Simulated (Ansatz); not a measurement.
A generated cell, not matched to a known phase here, of LiPb: Cmcm (No. 63), oS8; a = 3.535 Å, b = 10.710 Å, c = 4.799 Å, α = β = γ = 90.00°; Li 4c (0.000, 0.128, 0.750); Pb 4c (0.000, 0.602, 0.250). Calculation: PBEsol (plane waves to 420 eV, PAW, scalar-relativistic; Ansatz, a program for electronic structure). Element references, the lowest calculated here: Li (Fm-3m, not the ambient form), Pb (Fm-3m).

Task: What is the computed formation energy of this Cmcm form of LiPb from the elements (PBEsol)?

Result: -0.22 eV/atom.

A lower structure of this composition may exist.

Static energies, no anion corrections, no zero-point energy. Values are rounded to 0.01 eV/atom. Not shown to be the ambient phase of their composition (a lower form may be missing, and a cell relaxed within its start's symmetry can be a saddle point): LiPb (Cmcm). Spin-orbit coupling is missing from these energies, which matters for elements this heavy. The compounds carry no spin polarisation.
